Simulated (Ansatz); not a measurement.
## Profile along the Ag–Ag line in Ag (fcc, Cu type)

Ag (fcc, Cu type), conventional cell a = 4.0548 Å, b = 4.0548 Å, c = 4.0548 Å, α = 90.00°, β = 90.00°, γ = 90.00°. The calculation uses the primitive cell of 1 atom, to which meshes and values per cell refer.

Fields along a shortest Ag–Ag line of a {100} plane (2.87 Å), from Ag to Ag, interpolated on the slice's grid (step about 0.1 Å). Level of theory: PBEsol (plane waves to 420 eV, PAW, scalar-relativistic; Ansatz, a quantum-chemistry and plane-wave program). k mesh 20×20×20. Near the nuclei the fields are pseudised (PAW); where an atom keeps semicore shells as valence, they peak there. Ag was relaxed with its symmetry unable to fall. The PAW data are Ansatz's earlier set.

```
distance from Ag (Å)  valence electron density (e/Å³)  electron localisation function
--------------------  -------------------------------  ------------------------------
0.00                                            23.24                               x
0.14                                            21.32                               x
0.29                                            16.53                               x
0.43                                            10.96                               x
0.57                                             6.26                            0.50
0.72                                             3.10                            0.43
0.86                                             1.37                            0.35
1.00                                             0.63                            0.26
1.15                                             0.36                            0.19
1.29                                             0.25                            0.17
1.44                                             0.23                            0.17
1.58                                             0.25                            0.17
1.72                                             0.36                            0.19
1.87                                             0.63                            0.26
2.01                                             1.37                            0.35
2.15                                             3.10                            0.43
2.30                                             6.26                            0.50
2.44                                            10.96                               x
2.58                                            16.53                               x
2.73                                            21.32                               x
2.87                                            23.24                               x
```

x: too close to a nucleus for the ELF to mean much.

Density on the Ag–Ag line (2.87 Å) at its midpoint: 0.23 e/Å³. ELF at that point: 0.17.
